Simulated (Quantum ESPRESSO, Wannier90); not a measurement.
## Wannierisation of WSe2 (P6₃/mmc, 2Hc stacking as in molybdenite)

```xyz
6
Lattice="3.3199 0.0000 0.0000 -1.6600 2.8751 0.0000 0.0000 0.0000 13.7372" Properties=species:S:1:pos:R:3 pbc="T T T"
W     -1.6600     0.9584    -3.4343
W      1.6600    -0.9584     3.4343
Se     1.6600    -0.9584    -1.7721
Se    -1.6600     0.9584     1.7721
Se    -1.6600     0.9584     5.0965
Se     1.6600    -0.9584    -5.0965
```

Cell from Materials Project (mp-1821), symmetrised, no further relaxation. COD (Crystallography Open Database) has an entry of this formula and space group (matched by these alone). Method: PBE plane waves in Quantum ESPRESSO 7.5 (PseudoDojo norm-conserving files, 69 Ry, no spin polarisation, no spin-orbit coupling), Bloch states on a 6×6×4 mesh through Γ, Wannier90 4.0.1. Density: 12×12×4 mesh, cold smearing 0.01 Ry. The cell is built of weakly bound layers, chains or molecules, whose nearest atoms lie 4.03 Å apart. Database cells relaxed without dispersion often hold them too far apart, which can enlarge gaps and weakens couplings between them; spacing and stacking were not compared with the measured crystal. Spin-orbit coupling is left out although heavy elements are present.

Functional, cutoff and mesh named above are those of the base row (1); the first column says what each row takes instead. Model: 22 functions from bands 33-70, start hydrogen-like W: d; Se: p, disentangled but not localised (num_iter = 0), frozen window tied to the conduction edge or Fermi level of each row, as listed, which moves Ω_I and hoppings a little by itself. Energies are relative to the valence-band maximum; the misfit is to pw.x on a path, for states up to 2.2 eV relative to the valence-band maximum. The lattice is scaled uniformly, fractional positions fixed. The disentangled Ω_I can sit in another minimum from row to row.

```csv
scale,frozen to (eV),Ω_I (Å²),rms misfit (meV),gap (eV),bottom of band 33 (eV),on-site Se3 pz minus W1 dz2 (eV),"hopping modulus W2 dyz – Se4 py, R = 1 0 0 (eV)","hopping modulus Se5 pz – Se4 pz, R = 0 0 0 (eV)","hopping modulus W1 dx2-y2 – W1 dx2-y2, R = 1 0 0 (eV)"
0.97,2.68,38.63,11,1.18,-7.27,-1.67,1.718,1.314,0.723
0.985,2.70,39.65,13,1.19,-6.96,-1.72,1.625,1.289,0.668
1,2.70,39.76,12,1.20,-6.67,-1.76,1.543,1.260,0.618
1.015,2.70,40.22,11,1.21,-6.40,-1.79,1.461,1.222,0.572
1.03,2.70,40.54,11,1.20,-6.14,-1.81,1.387,1.190,0.529
```
